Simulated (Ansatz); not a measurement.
## ZnO: from a starting cell to a relaxed one

The start is a relaxed ZnO cell, doubled along one cell vector, shaken by Gaussian noise of σ = 0.08 Å a coordinate. A full variable-cell relaxation at zero pressure is run with r2SCAN (plane waves to 500 eV, PAW, scalar-relativistic; Ansatz, an electronic-structure program). The first steps use a coarse 8×4×5 k-mesh.

Initial structure:
```yaml
crystal:
  lattice:
    - [3.23532, 0.00000, 0.00000]
    - [-3.23532, 5.60373, 0.00000]
    - [0.00000, 0.00000, 5.21102]
  atoms:
    - { symbol: O, position: [0.65385, 0.16878, 0.14272] }
    - { symbol: O, position: [0.67245, 0.68533, 0.14076] }
    - { symbol: O, position: [0.28648, 0.30615, 0.63142] }
    - { symbol: O, position: [0.28068, 0.81691, 0.63609] }
    - { symbol: Zn, position: [0.33923, 0.33028, 0.26686] }
    - { symbol: Zn, position: [0.33158, 0.80313, 0.27580] }
    - { symbol: Zn, position: [0.64681, 0.16957, 0.76398] }
    - { symbol: Zn, position: [0.71446, 0.68238, 0.75290] }
```

| Item | Value |
|---|---|
| Energy released | 0.13 eV/atom |
| Relative to the parent | It relaxes back to the parent, P6₃mc (No. 186) |
| Band gap at the end | 1.24 eV, direct at Γ (no spin-orbit coupling) |
| Optimiser moves | 4 |

Final values are on a 12×12×7 k-mesh of the relaxed cell. No spin polarisation in the result.
